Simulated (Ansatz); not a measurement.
Given:

ZrPt$_{3}$:
```yaml
crystal:
  lattice:
    - [5.68809, 0.00000, 0.00000]
    - [-2.84404, 4.92603, 0.00000]
    - [0.00000, 0.00000, 9.29685]
  atoms:
    - { symbol: Zr, position: [0.00000, 0.00000, 0.50000] }
    - { symbol: Zr, position: [0.00000, 0.00000, 0.00000] }
    - { symbol: Zr, position: [0.33333, 0.66667, 0.25000] }
    - { symbol: Zr, position: [0.66667, 0.33333, 0.75000] }
    - { symbol: Pt, position: [0.50000, 0.50000, 0.50000] }
    - { symbol: Pt, position: [0.00000, 0.50000, 0.00000] }
    - { symbol: Pt, position: [0.50000, 0.00000, 0.50000] }
    - { symbol: Pt, position: [0.50000, 0.50000, 0.00000] }
    - { symbol: Pt, position: [0.00000, 0.50000, 0.50000] }
    - { symbol: Pt, position: [0.50000, 0.00000, 0.00000] }
    - { symbol: Pt, position: [0.82982, 0.65964, 0.25000] }
    - { symbol: Pt, position: [0.17018, 0.34036, 0.75000] }
    - { symbol: Pt, position: [0.17018, 0.82982, 0.75000] }
    - { symbol: Pt, position: [0.82982, 0.17018, 0.25000] }
    - { symbol: Pt, position: [0.34036, 0.17018, 0.25000] }
    - { symbol: Pt, position: [0.65964, 0.82982, 0.75000] }
```

This is the r²SCAN-relaxed structure.

### Question
All from DFT-r²SCAN in the program Ansatz with PAW potentials, unless another level is named. Estimate the formation energy from the elements (no fitted shifts).

### Answer
-109 kJ/mol-atom.

### Question
Next, the density of states at the Fermi level?

### Answer
0.11 states/eV per atom (mean over ±0.08 eV).

Space group P6_3/mmc. The workflow started from a Materials Project entry (that database holds measured and hypothetical structures alike); the Crystallography Open Database copy checked does not list it. COD files the formula under space group No. 221. Whether it is the stable phase at ambient conditions was not checked. The r²SCAN relaxation kept the symmetry of its start; its stability against distortions is not shown here. The run is not spin-polarised. The references are the lowest solids computed at this level, not always the standard phases. Scalar-relativistic: spin–orbit coupling is off unless named, which matters more the heavier the elements.

Potentials: the later of the program's two PAW sets.
